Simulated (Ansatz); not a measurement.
# Mn$_{3}$GaC: converged, but where?

The cell (5 atoms) is Mn$_{3}$GaC as an experimental structure (space group Pm-3m). The computed pressure is over 10 GPa in size, so the cell is far from the computed equilibrium volume. Source: COD entry 1008110; the sample's temperature and pressure aren't taken into account, and it need not be the stable phase.

The calculation used DFT, LDA, PAW, plane waves, scalar-relativistic in Ansatz development build ahead of 0.2.0.

```yaml
crystal:
  lattice:
    - [3.896, 0.0, 0.0]
    - [0.0, 3.896, 0.0]
    - [0.0, 0.0, 3.896]
  atoms:
    - { symbol: Ga, position: [0.0, 0.0, 0.0] }
    - { symbol: Mn, position: [0.0, 0.5, 0.5] }
    - { symbol: Mn, position: [0.5, 0.0, 0.5] }
    - { symbol: Mn, position: [0.5, 0.5, 0.0], spin: 4.5 }
    - { symbol: C, position: [0.5, 0.5, 0.5] }
magnetization:
  spin_polarized: true
hamiltonian:
  xc: lda
  pseudopotentials: { kind: paw }
basis:
  ecutwfc: 420
kpoints:
  mp_grid: { grid: [7, 7, 7] }
scf:
  occupations: { method: fermi_dirac, width: 0.1 }
  lower_state_search: "off"
output:
  forces: true
  stress: true
  write_density: true
  write_potential: true
  elf: true
  volumetric_format: npy
```

Command:
```sh
ansatz run input.yaml --threads 2 --pin off --max-ram 5120MiB --backend cpu --events-out ev --progress --plain --runs-dir out
```

Time: 21 s on 2 threads of Intel(R) Xeon(R) Processor @ 2.70GHz (shared host), peak memory 0.48 GiB.

The end of the output:

```
SCF converged after 19 iterations
Magnetization: 1.6497 μB (31.8248 up, 30.1752 down)
Absolute magnetization: 2.9324 μB (∫|ρ↑−ρ↓|, with the PAW one-centre terms)
Spin contamination: 0.7050 ħ² per cell (⟨S²⟩ above its minimum at these occupations)
Per-site moments (μB) at R_I (Å): [(-0.0156, 1.1363), (-0.1978, 0.8035), (-0.1978, 0.8035), (1.8600, 0.8035), (-0.0344, 0.8035)]
Free energy (F): -15473.818527 eV
Harris-Foulkes:  -15473.818527 eV  (|F-HF|=2.73e-8)
Internal energy: -15473.615982 eV  (E = F + TS)
E sigma→0 (E₀):  -15473.717255 eV
Entropy (-TS):   -0.202545 eV (-40.509 meV/atom)
Fermi energy:    14.904876 eV
--- Forces (eV/Å), atoms counted from 1 ---
  atom   1  Ga    -0.00000000     0.00000000     0.00000000
  atom   2  Mn     0.00000000    -0.00000000     0.00000000
  atom   3  Mn     0.00000000    -0.00000000     0.00000000
  atom   4  Mn    -0.00000000    -0.00000000     0.00000000
  atom   5  C      0.00000000     0.00000000     0.00000000
--- Stress (GPa, compression-positive) ---
      -26.838318       0.000000       0.000000
        0.000000     -26.838318       0.000000
        0.000000       0.000000     -25.191338
  P = ⅓ Tr σ = -26.2893 GPa (-262.893 kbar)
```

Site moments are taken inside atomic spheres and don't add up to the total.

The run converged. Is this the lowest state of the cell, and if not, what lies lower and how is it reached?

No. A state 38.4 meV/atom (0.192 eV per cell) lower exists in this cell: ferromagnetic, site moments Mn2 1.38, Mn3 1.38, Mn4 1.38 μB, total 4.57 μB per cell, no gap on the k-mesh. It was reached from: parallel moments, default search for lower states [Mn2 4.50, Mn3 4.50, Mn4 4.50 μB]; the moments in brackets, symmetry off, plain SCF [Mn2 4.50, Mn3 4.50, Mn4 4.50 μB]. The wrong state matters: the pressure is -24.6 GPa there against -26.3 GPa here. Signs that this run gave and the runs to the lower state didn't: a negative reading of the dielectric operator (it may be a saddle point). The order of the states may change once the cell relaxes. Orders that need a larger cell or non-collinear spins weren't tried.
